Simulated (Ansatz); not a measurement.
RbCaH$_{3}$ (cubic perovskite)

```xyz
10
Lattice="8.7967 0.0000 0.0000 4.3983 4.3983 0.0000 4.3983 0.0000 4.3983" Properties=species:S:1:pos:R:3 pbc="T T T"
Rb     0.0000     0.0000     0.0000
Rb     4.3983     0.0000     0.0000
Ca    10.9958     2.1992     2.1992
Ca     6.5975     2.1992     2.1992
H     10.9958     0.0000     2.1992
H      6.5975     0.0000     2.1992
H      8.7967     2.1992     2.1992
H     13.1950     2.1992     2.1992
H     10.9958     2.1992     0.0000
H      6.5975     2.1992     0.0000
```

The atoms are displaced by Q × the pattern below (from a DFPT mode at R = (0.5, 0.5, 0.5), largest move 1; Q in Å), at fixed cell. It is one choice among 2 degenerate patterns. (q is in reciprocal vectors of the primitive cell; the cell shown is doubled to hold the pattern.)

| atom | x | y | z |
|---|---|---|---|
| H5 | 0.000 | 0.646 | 0.000 |
| H6 | 0.000 | -0.646 | 0.000 |
| H7 | 0.354 | 0.000 | 0.000 |
| H8 | -0.354 | 0.000 | 0.000 |
| H9 | 0.000 | 0.000 | -1.000 |
| H10 | 0.000 | 0.000 | 1.000 |

Atoms not listed stay in place.

The numbers are results of LDA (plane waves to 420 eV, PAW, scalar-relativistic; Ansatz, an electronic-structure program), not measurements. k mesh 8×8×8 (Γ-centred), Fermi-Dirac smearing 0.05 eV. Energies are smeared free energies. RbCaH3 was relaxed with its symmetry unable to fall. The zero of ΔE is the undisplaced structure.

```csv
Q (Å),ΔE (meV/cell)
-0.280,710
-0.187,306
-0.093,75
0.000,0
0.093,75
0.187,306
0.280,710
```

Task: Which DFPT wavenumber at R = (0.5, 0.5, 0.5) belongs to this mode?
(A) 69 cm⁻¹
(B) 1222 cm⁻¹
(C) 602 cm⁻¹

Result: B, 1222 cm⁻¹. The curvature of the scan gives 1222 cm⁻¹

(A displaced cell: forces are minus the slopes of the energy, force constants its curvatures, and phonons follow from these.)
